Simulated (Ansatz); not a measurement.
**Ca5Ge2N6: ¹⁴N nuclear quadrupole resonance**

Cell: a Materials Project structure (computed, not necessarily an observed phase).

```cif
data_Ca5Ge2N6
_symmetry_space_group_name_H-M 'C2/c'
_symmetry_Int_Tables_number 15
_cell_length_a 10.2857
_cell_length_b 6.0235
_cell_length_c 13.1092
_cell_angle_alpha 90.000
_cell_angle_beta 98.985
_cell_angle_gamma 90.000
loop_
_atom_site_label
_atom_site_type_symbol
_atom_site_symmetry_multiplicity
_atom_site_Wyckoff_symbol
_atom_site_fract_x
_atom_site_fract_y
_atom_site_fract_z
Ca1 Ca 8 f 0.5785 0.2490 0.5073
Ca5 Ca 8 f 0.1505 0.9094 0.2150
Ca9 Ca 4 e 0.5000 0.8793 0.2500
Ge Ge 8 f 0.7809 0.1283 0.0808
N15 N 8 f 0.9512 0.0440 0.1295
N19 N 8 f 0.6541 0.0281 0.1575
N23 N 8 f 0.2692 0.9554 0.0624
```

One atom of each set is listed; the run and its k-mesh use a cell of 26 atoms with edges of 5.96, 5.96, 13.11 Å.

Method: Kohn–Sham DFT in Ansatz, PBE, plane waves and PAW, scalar-relativistic, 420 eV cutoff, Γ-centred 6×6×3 k-points, Fermi–Dirac smearing 0.02 eV.

¹⁴N: I = 1, Q = 20.44 mb (year-2017 value). Static lattice, zero field.

Sites with a gradient: N15 (4 atoms; 1 Ge at 1.84 Å, 1 Ca at 2.32 Å; also 4 Ca at 2.51–2.56 Å); N19 (4 atoms; 1 Ge at 1.87 Å, 4 Ca at 2.32–2.61 Å); N23 (4 atoms; 2 Ge at 1.93–1.99 Å, angle 82°; also 4 Ca at 2.52–3.17 Å).

Task: The simulated spectrum has lines at 0.110, 0.250, 0.354, 1.12, 1.16, 1.23, 1.41, 1.44, 1.80 MHz. Sort them into the sets that belong together, and say which site each set most likely comes from.

Result: For I = 1 the lines are ν± = (3/4)|C_Q|(1 ± η/3) and ν₀ = |C_Q|η/2. N15: 0.250, 1.16, 1.41 MHz (|C_Q| = 1.72 MHz, η = 0.29). N19: 0.110, 1.12, 1.23 MHz (|C_Q| = 1.56 MHz, η = 0.14). N23: 0.354, 1.44, 1.80 MHz (|C_Q| = 2.16 MHz, η = 0.33).

The sites follow from the calculation. At N19 V_zz points along its shortest bond, to Ge (within 7°). At N15 V_zz points along the shorter of its two bonds, to Ge (within 8°). At N23 V_zz stands upright on the plane of its two bonds (within 3°).

The run took 86 s of wall time (86 s of CPU time) and 1.5 GiB at its peak, on 1 thread of Intel Xeon 6975P-C (Granite Rapids) (x86_64; 48 cores open to the job, memory cap 2.5 GiB, no GPU), a shared host with a load of 0.5 a core.
